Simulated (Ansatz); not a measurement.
TaW:
```cif
data_Ta2W2
_chemical_formula_sum 'Ta2 W2'
_space_group_name_H-M_alt 'P 1'
_space_group_IT_number 1
_cell_length_a 5.63869
_cell_length_b 5.63869
_cell_length_c 4.71939
_cell_angle_alpha 90.000
_cell_angle_beta 90.000
_cell_angle_gamma 153.104
loop_
_space_group_symop_operation_xyz
  'x, y, z'
loop_
_atom_site_label
_atom_site_type_symbol
_atom_site_fract_x
_atom_site_fract_y
_atom_site_fract_z
_atom_site_occupancy
Ta1 Ta 0.67769 0.32231 0.25000 1
W1 W 0.93253 0.06747 0.25000 1
Ta2 Ta 0.32231 0.67769 0.75000 1
W2 W 0.06747 0.93253 0.75000 1
```

Relaxed with PBEsol.

Problem. Which orbitals make up the states near the Fermi level in plane-wave PAW PBEsol (Ansatz code)?

Solution. Within 0.5 eV of the Fermi level: Ta 5d 44 %, W 5d 42 %, outside the projected shells 6 %. Projections are on Löwdin-orthogonalised atomic valence shells; empty p or d shells of many metals are not among them.

Problem. Tabulate the density of states.

Solution. States/eV per cell of 4 atoms, in 0.25 eV bins, energy from the Fermi level.

| E (eV) | total | W 5d | Ta 5d | W 6s |
|---|---|---|---|---|
| -7.85 | 0.24 | 0.00 | 0.00 | 0.11 |
| -7.60 | 0.28 | 0.00 | 0.00 | 0.13 |
| -7.35 | 0.33 | 0.01 | 0.01 | 0.16 |
| -7.10 | 0.39 | 0.01 | 0.01 | 0.19 |
| -6.85 | 0.42 | 0.01 | 0.01 | 0.20 |
| -6.60 | 0.50 | 0.02 | 0.02 | 0.23 |
| -6.35 | 0.55 | 0.03 | 0.03 | 0.24 |
| -6.10 | 0.65 | 0.05 | 0.05 | 0.27 |
| -5.85 | 0.78 | 0.08 | 0.08 | 0.31 |
| -5.60 | 0.98 | 0.15 | 0.13 | 0.36 |
| -5.35 | 1.40 | 0.31 | 0.28 | 0.40 |
| -5.10 | 2.01 | 0.58 | 0.49 | 0.43 |
| -4.85 | 3.81 | 1.62 | 1.05 | 0.46 |
| -4.60 | 3.51 | 1.40 | 1.15 | 0.45 |
| -4.35 | 2.81 | 1.26 | 0.83 | 0.29 |
| -4.10 | 3.03 | 1.49 | 0.94 | 0.24 |
| -3.85 | 3.94 | 1.97 | 1.35 | 0.29 |
| -3.60 | 3.73 | 1.85 | 1.39 | 0.23 |
| -3.35 | 3.11 | 1.55 | 1.24 | 0.11 |
| -3.10 | 3.93 | 2.06 | 1.61 | 0.08 |
| -2.85 | 4.97 | 2.60 | 2.10 | 0.08 |
| -2.60 | 4.56 | 2.64 | 1.64 | 0.07 |
| -2.35 | 3.66 | 2.07 | 1.31 | 0.08 |
| -2.10 | 3.91 | 2.16 | 1.42 | 0.07 |
| -1.85 | 4.10 | 2.33 | 1.41 | 0.08 |
| -1.60 | 4.21 | 2.35 | 1.51 | 0.08 |
| -1.35 | 5.20 | 2.38 | 2.39 | 0.12 |
| -1.10 | 4.92 | 2.23 | 2.22 | 0.14 |
| -0.85 | 4.10 | 1.74 | 1.91 | 0.14 |
| -0.60 | 4.02 | 1.62 | 1.93 | 0.12 |
| -0.35 | 3.89 | 1.66 | 1.75 | 0.12 |
| -0.10 | 4.16 | 1.72 | 1.90 | 0.15 |
| 0.15 | 3.20 | 1.32 | 1.43 | 0.11 |
| 0.40 | 3.00 | 1.30 | 1.24 | 0.10 |
| 0.65 | 3.55 | 1.68 | 1.41 | 0.12 |
| 0.90 | 3.34 | 1.52 | 1.41 | 0.10 |
| 1.15 | 3.54 | 1.46 | 1.59 | 0.08 |
| 1.40 | 2.95 | 1.30 | 1.34 | 0.06 |
| 1.65 | 3.63 | 1.84 | 1.52 | 0.05 |
| 1.90 | 4.73 | 2.40 | 1.95 | 0.07 |
| 2.15 | 4.35 | 2.18 | 1.80 | 0.08 |
| 2.40 | 3.29 | 1.68 | 1.31 | 0.06 |
| 2.65 | 2.70 | 1.39 | 1.13 | 0.04 |
| 2.90 | 2.81 | 1.47 | 1.18 | 0.04 |
| 3.15 | 2.64 | 1.33 | 1.14 | 0.05 |
| 3.40 | 2.56 | 1.30 | 1.10 | 0.05 |
| 3.65 | 2.53 | 1.22 | 1.14 | 0.05 |

Space group Cmcm. The start of the workflow was typed in or built on a structure type; neither database checked (COD, Materials Project) lists it. Its standing as an ambient phase is unchecked. The cell was relaxed with PBEsol under the symmetry of its start; whether a distortion lowers the energy is not shown. The run is not spin-polarised. Its formation energy is positive at this level, so the cell may be metastable or incomplete. Scalar-relativistic: spin–orbit coupling is off unless named, which matters more the heavier the elements.

Potentials: the earlier of the program's two PAW sets. The files were generated under PBE; for other functionals the program regenerates the frozen cores, and for LDA and PBEsol the local potential too.
